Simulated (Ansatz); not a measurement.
## Al3InAs4: relaxed-ion elastic tensor

Level of theory: DFT PBE, scalar-relativistic, plane waves, PAW (Ansatz 0.2.0). Settings: 420 eV plane-wave cutoff, Γ-centred 8×8×4 mesh, fixed occupations. No spin polarisation.

Equilibrium structure at this level:
```xyz
8
Lattice="4.1251 0.0000 0.0000 0.0000 4.1251 0.0000 0.0000 0.0000 11.6944" Properties=species:S:1:pos:R:3 pbc="T T T"
Al    0.0000    0.0000    8.6635
Al    2.0625    2.0625    5.8472
Al    0.0000    0.0000    3.0309
In    2.0625    2.0625    0.0000
As    2.0625    0.0000    7.2550
As    0.0000    2.0625    4.4394
As    2.0625    0.0000    1.6458
As    0.0000    2.0625   10.0486
```

It was reached by relaxing an invented guess, and it needn't be the stable form of this composition.

**Question.** Give the relaxed-ion elastic constants (GPa, Voigt order xx yy zz yz xz xy, on the Cartesian axes of the cell above).

**Answer.**
C11 = 116.5, C12 = 24.5, C13 = 45.9, C22 = 116.5, C23 = 45.9, C33 = 93.6, C44 = 45.2, C55 = 45.2, C66 = 24.5 GPa; the others vanish.

**Question.** Is the crystal stable against homogeneous strain?

**Answer.** Yes: the least eigenvalue of the tensor is 24.5 GPa.

**Question.** And the moduli of a polycrystal (Hill averages)?

**Answer.** B = 62 GPa, G = 35 GPa, E = 89 GPa, ν = 0.26.
